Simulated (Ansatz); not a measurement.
An Ansatz (a quantum-chemistry and plane-wave program) run. Input:

Ansatz 0.2 input:
```yaml
crystal:
  lattice:
    - [4.147363566, 0.0, 0.0]
    - [0.0, 4.147363566, 0.0]
    - [0.0, 0.0, 4.147363566]
  atoms:
    - { symbol: O, position: [0.0, 0.5, 0.5] }
    - { symbol: O, position: [0.5, 0.0, 0.5] }
    - { symbol: O, position: [0.5, 0.5, 0.0] }
    - { symbol: Ba, position: [0.0, 0.0, 0.0] }
    - { symbol: Zr, position: [0.5, 0.5, 0.5] }
kpoints:
  mp_grid: { grid: [7, 7, 7] }
hamiltonian:
  xc: lda
  pseudopotentials: { kind: paw }
scf:
  occupations: { method: fixed }
phonons:
  method: dfpt
  response_accuracy: low
  eigenvectors: true
  rigid_motions: translations
  dielectric: true
  raman: true
```

Output (shortened):

```
Pseudopotential: O, paw, valence charge 6
Pseudopotential: Ba, paw, valence charge 10
Pseudopotential: Zr, paw, valence charge 12
Functional definition: SPW92
Crystal: 5 atoms, lattice volume = 71.337 Å³
Basis set: ecut = 420 eV, 1365 PW (Γ), exchange–correlation on 60×60×60 points (8 copies of the dense FFT grid, shifted against one another)
Bands: 25, of which v1, the nominal top of the filled ones, is band 20 counted from 1 (19 counted from 0)
Symmetry: 48 space group operations
k-points: 100 of 343 (irreducible under 2 space group operations, time reversal used)
SCF iter   1: F=—  HF=-11532.435607 eV  |F-HF|=—  |Δ(HF+E_count)|=         —  Δρ=1.66e-2  dr2=1.82e-1  ethr=1.77e-3  ⟨swp⟩=4.7  Hψ=10838  notcnv=0  defer=212
preconditioner: auto → Resta (q_TF=auto, 2.478 Å⁻¹)
SCF iter   2: F=—  HF=-11532.395003 eV  |F-HF|=—  |Δ(HF+E_count)|=   4.06e-2  Δρ=5.97e-3  dr2=1.21e-2  ethr=4.55e-4  ⟨swp⟩=2.1  Hψ=4623  notcnv=0  defer=258
SCF iter   3: F=—  HF=-11532.391860 eV  |F-HF|=—  |Δ(HF+E_count)|=   3.14e-3  Δρ=2.07e-3  dr2=1.52e-3  ethr=3.03e-5  ⟨swp⟩=2.4  Hψ=4134  notcnv=0  defer=283
SCF iter   4: F=—  HF=-11532.391449 eV  |F-HF|=—  |Δ(HF+E_count)|=   4.11e-4  Δρ=2.13e-4  dr2=1.88e-5  ethr=3.81e-6  ⟨swp⟩=2.1  Hψ=4210  notcnv=0  defer=278
SCF iter   5: F=—  HF=-11532.391449 eV  |F-HF|=—  |Δ(HF+E_count)|=   2.20e-7  Δρ=2.60e-5  dr2=4.87e-7  ethr=4.70e-8  ⟨swp⟩=1.4  Hψ=2544  notcnv=0  defer=125
SCF iter   6: F=—  HF=-11532.391450 eV  |F-HF|=—  |Δ(HF+E_count)|=   4.55e-7  Δρ=5.22e-6  dr2=1.79e-8  ethr=1.22e-9  ⟨swp⟩=2.1  Hψ=4296  notcnv=0  defer=110
SCF iter   7: F=—  HF=-11532.391450 eV  |F-HF|=—  |Δ(HF+E_count)|=   7.88e-9  Δρ=9.42e-7  dr2=5.79e-10  ethr=4.47e-11  ⟨swp⟩=2.2  Hψ=4046  notcnv=0  defer=110
SCF iter   8: F=-11532.391450 eV  HF=-11532.391450 eV  |F-HF|=0.00e0  |Δ(HF+E_count)|=  1.42e-10  Δρ=1.38e-7  dr2=1.06e-11  ethr=1.00e-12  ⟨swp⟩=12.4  Hψ=18713  notcnv=0
SCF 1 converged in 8 iterations: F = -11532.391450 eV  dr2 = 1.06e-11
NSCF: frozen V_eff on 7 k-points
DFPT response loops at Γ: preconditioner auto → none (the input reference at scf.mixing.eps_inf says where Resta's filter doesn't serve); β = 0.50 …
── the response to a field inside a basis, on 8×8×8 k-points: an SCF that follows is theirs, and a resumed run solves both again ──
Crystal: 5 atoms, lattice volume = 71.337 Å³
Bands: 21, of which v1, the nominal top of the filled ones, is band 20 counted from 1 (19 counted from 0)
k-points: 20
SCF iter   1: F=—  HF=-11532.388954 eV  |F-HF|=—  |Δ(HF+E_count)|=         —  Δρ=5.16e-4  dr2=3.89e-5  ethr=1.00e-1
preconditioner: auto → Resta (q_TF=auto, 2.478 Å⁻¹)
SCF iter   2: F=—  HF=-11532.388939 eV  |F-HF|=—  |Δ(HF+E_count)|=   1.45e-5  Δρ=2.17e-4  dr2=1.41e-5  ethr=9.71e-8
SCF iter   3: F=—  HF=-11532.388936 eV  |F-HF|=—  |Δ(HF+E_count)|=   3.22e-6  Δρ=1.09e-4  dr2=1.59e-6  ethr=3.53e-8
SCF iter   4: F=—  HF=-11532.388935 eV  |F-HF|=—  |Δ(HF+E_count)|=   6.44e-7  Δρ=4.41e-6  dr2=1.58e-8  ethr=3.98e-9
SCF iter   5: F=—  HF=-11532.388935 eV  |F-HF|=—  |Δ(HF+E_count)|=   4.30e-9  Δρ=6.99e-7  dr2=2.90e-10  ethr=3.94e-11
SCF iter   6: F=-11532.388935 eV  HF=-11532.388935 eV  |F-HF|=5.46e-12  |Δ(HF+E_count)|=  2.00e-11  Δρ=8.48e-8  dr2=4.64e-12  ethr=1.00e-12
SCF 1 converged in 6 iterations: F = -11532.388935 eV  dr2 = 4.64e-12
DFPT response loops at Γ: mixed as the last ones told, above
DFPT response loops at Γ: mixed as the last ones told, above
SCF converged after 8 iterations
Free energy (F): -11532.391450 eV
Harris-Foulkes:  -11532.391450 eV  (|F-HF|=0.00e0)
Internal energy: -11532.391450 eV  (E = F + TS)
E sigma→0 (E₀):  -11532.391450 eV
Fermi energy:    9.808773 eV
--- Per-component energies (eV) ---
  E_band       = -84.397793
  E_kinetic    = 1033.121058
  E_local      = -1909.488184  (includes V_loc(G=0)·N_el)
  E_nonlocal   = 289.155472
  E_hartree    = 673.198537
  E_xc         = -550.082288
  E_vxc        = -612.904375  (∫ρ·V_xc dr)
  E_paw        = -8346.907011  (= ΣΔE_a)
  E_vpaw       = -230.686462  (= ΣTr[D̂ρ^β])
  E_aug_tail   = 0.007652  (compensation charges beyond the density's cutoff)
  E_ewald      = -2722.340367
  E_core_change = 0.943681  (= ΣΔE_core)
  E_smearing   =  0.000000  (= −TS)
  E_closure    = 0.000000  (closes the sum)
  Σ components = -11532.391450   (vs F -11532.391450, Δ=0.00e0)
  [band-id]    e_kinetic+e_local+e_nonlocal+2·e_hartree+e_vxc+e_vpaw+e_augmentation_tail = -84.397766   (vs E_band -84.397793, Δ=2.72e-5)
--- Band table (eV; the first three rows and the last of 100) ---
  k-point 0: bands = ["-36.7058", "-15.1230", "-14.9893", "-14.9893", "-14.9893", "-6.2259", "-5.9477", "-5.9477", "-0.2359", "-0.2359", "-0.2359", "8.4873", "8.4873", "8.4873", "8.8032", "8.8032", "8.8032", "9.7173", "9.7173", "9.7173", "13.0659", "13.0659", …
  k-point 1: bands = ["-36.7051", "-15.2015", "-14.9877", "-14.9877", "-14.9518", "-6.2333", "-5.9427", "-5.7938", "-0.2210", "-0.2210", "-0.1863", "8.1525", "8.4055", "8.4055", "8.6093", "8.6093", "8.6501", "9.1658", "9.6501", "9.6501", "13.1308", "13.5519", …
  k-point 2: bands = ["-36.7035", "-15.3375", "-14.9839", "-14.9839", "-14.9030", "-6.3406", "-5.9315", "-5.3289", "-0.1871", "-0.1871", "-0.0762", "7.1625", "8.1741", "8.1741", "8.2859", "8.2859", "8.3460", "8.4387", "9.5528", "9.5528", "13.2905", "14.6258", …
  k-point 99: bands = ["-36.6980", "-15.2717", "-15.2509", "-15.0298", "-14.9837", "-5.8877", "-5.0411", "-5.0330", "-0.4035", "-0.3903", "-0.1515", "6.1766", "6.2717", "6.3202", "7.4019", "7.4149", "8.5353", "9.0171", "9.1016", "9.7651", "15.7353", …
--- Phonons (Γ-DFPT): 4 representative perturbations + reference, on 100 of 343 k-points (Σ response iterations 12) ---
  ASR residual: 9.642e-5 → 0.000e0 eV/Å²; symmetrization residual: 5.891e-5 eV/Å²
  ASR residual per site (eV/Å²): 9.64e-5 9.64e-5 9.64e-5 3.69e-5 7.02e-5
  Γ frequencies (cm⁻¹): 0.00 0.00 0.00 91.27 91.27 91.27 167.64 167.64 167.64 193.44 193.44 193.44 527.06 527.06 527.06
  ε∞ (high-frequency dielectric tensor):
        4.911845     0.000000     0.000000
        0.000000     4.911845     0.000000
        0.000000     0.000000     4.911845
  ε⁰ (static dielectric tensor: ions relaxed, cell fixed):
       71.010290     0.000000     0.000000
        0.000000    71.010290     0.000000
        0.000000     0.000000    71.010290
  ε⁰ − ε∞ (ionic part):
       66.098445     0.000000     0.000000
        0.000000    66.098445     0.000000
        0.000000     0.000000    66.098445
  softest optical mode at Γ: 91.27 cm⁻¹; the repairs (sum rule, projections) moved no ω² at Γ by more than (4.08 cm⁻¹)²
  Born effective charges Z* (e; rows j = field, columns β = displacement):
    site 0:
        -4.78336    0.00000    0.00000
         0.00000   -2.03055    0.00000
         0.00000    0.00000   -2.03055
    site 1:
        -2.03055    0.00000    0.00000
         0.00000   -4.78336    0.00000
         0.00000    0.00000   -2.03055
    site 2:
        -2.03055    0.00000    0.00000
         0.00000   -2.03055    0.00000
         0.00000    0.00000   -4.78336
    site 3:
         2.74800    0.00000    0.00000
         0.00000    2.74800    0.00000
         0.00000    0.00000    2.74800
    site 4:
         6.09645    0.00000    0.00000
         0.00000    6.09645    0.00000
         0.00000    0.00000    6.09645
  Z* charge neutrality: 8.199e-4 e pre-enforcement
  solved inside a basis spanned on kpoints, on 8×8×8 k-points transformed towards the longest dipole: ε∞ is read to err by 1.4e-2, Z* by 2.0e-2 e (field_mesh …
  Raman tensors (in the event stream and the table raman_tensors.tsv) …
  optical modes at Γ without the LO–TO term, one row a degenerate level:
      ω (cm⁻¹)  modes    IR ((D/Å)²/amu)  static Raman (Å⁴/amu)  depolarisation
         91.27      3            39.9753                 0.0000               —
        167.64      3             0.0000                 0.0000               —
        193.44      3            59.5479                 0.0000               —
        527.06      3            67.1377                 0.0000               —
  optical modes at Γ + LO–TO along q̂ = [1.0000, 0.0000, 0.0000]:
      ω (cm⁻¹)  modes    IR ((D/Å)²/amu)  static Raman (Å⁴/amu)  depolarisation
         91.27      2            26.6502                 0.0000               —
        136.22      1             0.1471                 0.0000               —
        167.64      3             0.0000                 0.0000               —
        193.44      2            39.6986                 0.0000               —
        363.26      1             6.5113                 0.0000               —
        527.06      2            44.7585                 0.0000               —
        714.96      1            48.8953                 0.0000               —
  optical modes at Γ + LO–TO along q̂ = [0.0000, 1.0000, 0.0000]:
      ω (cm⁻¹)  modes    IR ((D/Å)²/amu)  static Raman (Å⁴/amu)  depolarisation
         91.27      2            26.6502                 0.0000               —
        136.22      1             0.1471                 0.0000               —
        167.64      3             0.0000                 0.0000               —
        193.44      2            39.6986                 0.0000               —
        363.26      1             6.5113                 0.0000               —
        527.06      2            44.7585                 0.0000               —
        714.96      1            48.8953                 0.0000               —
  optical modes at Γ + LO–TO along q̂ = [0.0000, 0.0000, 1.0000]:
      ω (cm⁻¹)  modes    IR ((D/Å)²/amu)  static Raman (Å⁴/amu)  depolarisation
         91.27      2            26.6502                 0.0000               —
        136.22      1             0.1471                 0.0000               —
        167.64      3             0.0000                 0.0000               —
        193.44      2            39.6986                 0.0000               —
        363.26      1             6.5113                 0.0000               —
        527.06      2            44.7585                 0.0000               —
        714.96      1            48.8953                 0.0000               —
```

Cost: about 4 core-minutes (a rough figure) on shared cores.

Space group Pm-3m (cubic perovskite). Symmetry was held in the LDA relaxation. At this level the phase is dynamically unstable (imaginary phonons). The run is not spin-polarised. Spin–orbit coupling is left out wherever it is not named.

Potentials: the later of the program's two PAW sets.

Ansatz is a plane-wave DFT program.
